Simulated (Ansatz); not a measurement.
HfTc (CsCl type, space group No. 221), DFT-PBEsol in the program Ansatz with PAW potentials, all energies at zero smearing, with the estimated change up to a 700 eV cutoff added, with one set of potentials and settings (totals compare only within such a set). Cell of 2 atoms (1 Hf, 1 Tc): -20936.597 eV.

```csv
element,reference phase,E (eV/atom)
Hf,"P6_3/mmc, 2 atoms in the cell",-15598.0268
Tc,"P6_3/mmc, 2 atoms in the cell",-5337.6875
```

Formation energy per atom, worked out: (-20936.597 − 1×(-15598.0268) − 1×(-5337.6875))/2 = -0.441 eV/atom (-43 kJ per mol of atoms), at 0 K, without zero-point energy or fitted corrections.

Space group Pm-3m (CsCl type). The workflow started from an entry of the Crystallography Open Database (COD). Its standing as an ambient phase is unchecked. The PBEsol relaxation kept the symmetry of its start; of distortions, only those at the zone centre were tested. No spin polarisation was allowed. The references are the lowest solids computed at this level, not always the standard phases. Spin–orbit coupling is left out wherever it is not named.

Potentials: the later of the program's two PAW sets.
